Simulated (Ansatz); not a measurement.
NaCl (rock salt, Fm-3m), DFT-LDA in the program Ansatz with PAW potentials: ε∞ = 2.67, cell volume 40.79 Å³. Infrared-active transverse modes:

```json
[
 {"ω_TO (cm⁻¹)": "188.3", "oscillator strength S_xx (e²/amu)": "0.08236"}
]
```

Question: Compute the static dielectric constant.

Answer: Each mode adds (4.921e7/V) S/ω²: 2.80. So ε0 = 5.47.

Question: What LO frequency does the Lyddane–Sachs–Teller relation give?

Answer: ω_LO = ω_TO √(ε0/ε∞) = 270 cm⁻¹.

Symmetry was held in the LDA relaxation; phonons on a q-mesh show no instability.

Potentials: the later of the program's two PAW sets.
